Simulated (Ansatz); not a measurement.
CsSnI$_{3}$:
Space group P4/mbm (No. 127); a = b = 8.690 Å, c = 6.286 Å, α = β = γ = 90.00°

| atom | site | symmetry | x | y | z |
|---|---|---|---|---|---|
| Cs | 2d | m.mm | 0.0000 | 0.5000 | 0.0000 |
| Sn | 2b | 4/m.. | 0.5000 | 0.5000 | 0.5000 |
| I | 4h | m.2m | 0.2002 | 0.2998 | 0.5000 |
| I | 2a | 4/m.. | 0.0000 | 0.0000 | 0.0000 |

Relaxed with r²SCAN. The program Ansatz at the r²SCAN level (PAW) gives a gap of 0.61 eV.

**Question.** What gap does HSE06 give on the same cell (Ansatz, PAW)?

**Answer.** 0.80 eV, 0.19 eV more. The hybrid was solved on a coarser mesh and at special points; its gap is the smallest among all of these.

Cost on shared cores: the r²SCAN run (SCF on a 4×4×5 mesh, then bands and DOS) roughly 13 core-minutes, the HSE06 run (SCF on 2×2×3, then a few points) roughly 10 core-minutes; the tasks are unlike.

The first step of the workflow began from a Materials Project structure, measured or hypothetical; the Crystallography Open Database files this formula in space group No. 127, but the cells were not matched. It is not the phase usual at ambient conditions (space group No. 62). Symmetry was held in the r²SCAN relaxation; its stability against distortions is not shown here. Scalar-relativistic: spin–orbit coupling is off unless named, which matters more the heavier the elements.

Potentials: the later of the program's two PAW sets.
